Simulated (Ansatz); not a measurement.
**Structure optimisation: cobalt, dhcp**

These are results of DFT, PBE, plane waves (420 eV) with PAW, scalar-relativistic in Ansatz 0.2.0, not measurements.

k-point mesh 14×14×4, Fermi-Dirac smearing 0.05 eV, starting moments 1.70 ×4 μB. Cell and atoms relax.

Starting structure:

```yaml
crystal:
  lattice:
    - [2.5018845205, 0.0, 0.0]
    - [-1.2509422603, 2.1666955521, 0.0]
    - [0.0, 0.0, 8.1711548441]
  atoms:
    - { symbol: Co, position: [0.0, 0.0, 0.0], spin: 1.7 }
    - { symbol: Co, position: [0.0, 0.0, 0.5], spin: 1.7 }
    - { symbol: Co, position: [0.3333333333, 0.6666666667, 0.25], spin: 1.7 }
    - { symbol: Co, position: [0.6666666667, 0.3333333333, 0.75], spin: 1.7 }
hamiltonian:
  xc: pbe
  pseudopotentials:
    kind: paw
    azcp:
      Co: "pseudopotentials/Co.paw.azcp"
basis:
  ecutwfc: 420
  fft_grid_basis: typed
kpoints:
  mp_grid: { grid: [14, 14, 4], shift: [0, 0, 0] }
magnetization:
  spin_polarized: true
scf:
  occupations: { method: fermi_dirac, width: 0.05 }
relax:
  max_steps: 60
  f_tol: 0.01
  cell: {}
```

**Question.** The pressure at the start is -3.2 GPa. By how much does the volume change?

**Answer.** From 11.07 to 10.89 Å³ per atom, -1.6 %. The final cell has a = 2.495 Å, c = 8.082 Å (c/a = 3.239).

**Question.** How much energy does the relaxation gain?

**Answer.** 2.3 meV per atom.

Path of the relaxation (the plane waves are chosen anew near the end, which can shift the energy a little):

```tsv
step	E − E(final) (meV/atom)	V (Å³/atom)	P (GPa)	max force (eV/Å)
0	2.26	11.074	-3.16	0.000
1	0.48	10.979	-1.53	0.000
2	-0.18	10.889	0.08	0.000
3	-0.18	10.894	0.00	0.000
4	0.00	10.894	-0.02	0.000
```

**Question.** Which magnetic state does it end in?

**Answer.** ferromagnetic, net 1.64 μB per atom; moments 1.72 ×2, 1.70 ×2 μB.
